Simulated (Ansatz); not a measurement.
SnGe:
```
SnGe
1.0
    4.32819     0.00000     0.00000
    0.00000     4.30154     0.00000
    0.00000     0.00000    12.31521
Ge Sn
4 4
Direct
  0.25000   0.00000   0.33739
  0.25000   0.50000   0.44615
  0.75000   0.50000   0.55385
  0.75000   0.00000   0.66261
  0.25000   0.00000   0.78669
  0.25000   0.50000   0.92985
  0.75000   0.50000   0.07015
  0.75000   0.00000   0.21331
```

Relaxed with PBEsol. Special points in fractions of this cell's reciprocal vectors: Γ (0.000, 0.000, 0.000); X (0.500, 0.000, 0.000); S (0.500, 0.500, 0.000); Y (0.000, 0.500, 0.000); Z (0.000, 0.000, 0.500); U (0.500, 0.000, 0.500); R (0.500, 0.500, 0.500); T (0.000, 0.500, 0.500).

List the band energies nearest the Fermi level at these points for DFT-PBEsol in the program Ansatz with PAW potentials.

In eV from the Fermi level; about four levels below and three above (degenerate sets whole), none deeper than 8.9 eV; points with the same levels are listed once.

| k | below | above |
|---|---|---|
| Γ | -1.51 -1.31 -0.79 -0.07 | 0.10 0.26 0.31 |
| X | -0.45 -0.45 -0.28 -0.28 | 1.77 1.77 3.41 3.41 |
| S | -2.64 -2.64 -2.64 -2.64 | 0.71 0.71 0.74 0.74 |
| Y | -1.21 -1.21 -0.52 -0.39 -0.12 | 1.68 1.71 3.20 |
| Z | -0.83 -0.76 -0.53 -0.19 | 0.20 0.31 1.26 |
| U | -1.93 -1.93 -0.45 -0.45 | 0.46 0.46 1.58 1.58 |
| R | -2.89 -2.89 -2.88 -2.88 | 1.53 1.53 1.65 1.65 |
| T | -2.00 -1.32 -1.22 -0.52 | 0.41 0.97 1.18 |

Space group Pmma. The start of the workflow was typed in or built on a structure type; neither database checked (COD, Materials Project) lists it. Whether it is the stable phase at ambient conditions was not checked. Symmetry was held in the PBEsol relaxation; its stability against distortions is not shown here. Spin–orbit coupling is left out wherever it is not named.

Potentials: the earlier of the program's two PAW sets. The files were generated under PBE; for other functionals the program regenerates the frozen cores, and for LDA and PBEsol the local potential too.
